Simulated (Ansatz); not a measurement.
One crystal and one scan (energy against volume) at two levels, PBEsol (plane waves to 420 eV, PAW, scalar-relativistic; Ansatz, an electronic-structure program) and PBE (plane waves to 420 eV, PAW, scalar-relativistic; Ansatz), each from its own relaxed cell and on its own mesh. The cell shown is that of PBEsol.

SrTiO3 (cubic perovskite)

```yaml
crystal:
  lattice:
    - [3.89141, 0.00000, 0.00000]
    - [0.00000, 3.89141, 0.00000]
    - [0.00000, 0.00000, 3.89141]
  atoms:
    - { symbol: Sr, position: [0.00000, 0.00000, 0.00000] }
    - { symbol: Ti, position: [0.50000, 0.50000, 0.50000] }
    - { symbol: O, position: [0.00000, 0.50000, 0.50000] }
    - { symbol: O, position: [0.50000, 0.50000, 0.00000] }
    - { symbol: O, position: [0.50000, 0.00000, 0.50000] }
```

E(V) scan at fixed shape, V₀ the volume above. Symmetry pins the atoms to their sites.

Energies are smeared free energies. SrTiO3 is run without spin polarisation. SrTiO3 was relaxed with its symmetry unable to fall. The PAW data are Ansatz's earlier set. Percentages come from the unrounded values. Both scans cover V/V₀ from 0.900 to 1.100.

Results of PBEsol:

```
Property                                                 Result
-------------------------------------------------------  ------
Lattice constant a (Å)                                    3.891
Pressure at the smallest volume (GPa)                      24.7
Energy cost of the largest compression (meV/atom)          82.8
Energy cost of the largest expansion (meV/atom)            57.7
Bulk modulus B₀ (third-order Birch-Murnaghan fit) (GPa)   186.2
Pressure for 5 % compression (fit) (GPa)                   10.7
```

### Question
Estimate the PBE values.

### Answer
```
quantity                                                   PBE     PBEsol − PBE
-------------------------------------------------------  -----  ---------------
Lattice constant a (Å)                                   3.936  -0.045 (-1.1 %)
Pressure at the smallest volume (GPa)                     22.6      +2.1 (+9 %)
Energy cost of the largest compression (meV/atom)         78.5    +4.3 (+5.4 %)
Energy cost of the largest expansion (meV/atom)           54.6    +3.1 (+5.6 %)
Bulk modulus B₀ (third-order Birch-Murnaghan fit) (GPa)  170.4   +15.8 (+9.2 %)
Pressure for 5 % compression (fit) (GPa)                   9.8      +0.9 (+9 %)
```

PBEsol gives the higher value for: pressure at the smallest volume; energy cost of the largest compression; energy cost of the largest expansion; bulk modulus B₀; pressure for 5 % compression. PBEsol gives the lower value for: lattice constant a. For the lattice constant a the reference is 3.89 Å (measured at or taken to low temperature; as given in D. I. Bilc, R. Orlando, R. Shaltaf et al., Physical Review B (2008), arXiv:0805.0753): PBEsol lies nearer. For the bulk modulus B₀ the reference is 172.1 GPa (measured, room temperature or unstated; Murnaghan fit; as given in Mael Guennou, Pierre Bouvier, Jens Kreisel et al., Physical Review B (2010), arXiv:0910.0710): it holds thermal shifts, so no verdict is drawn. 

(A scan under strain: stresses follow from slopes of the energy per volume, elastic moduli from its curvatures.)
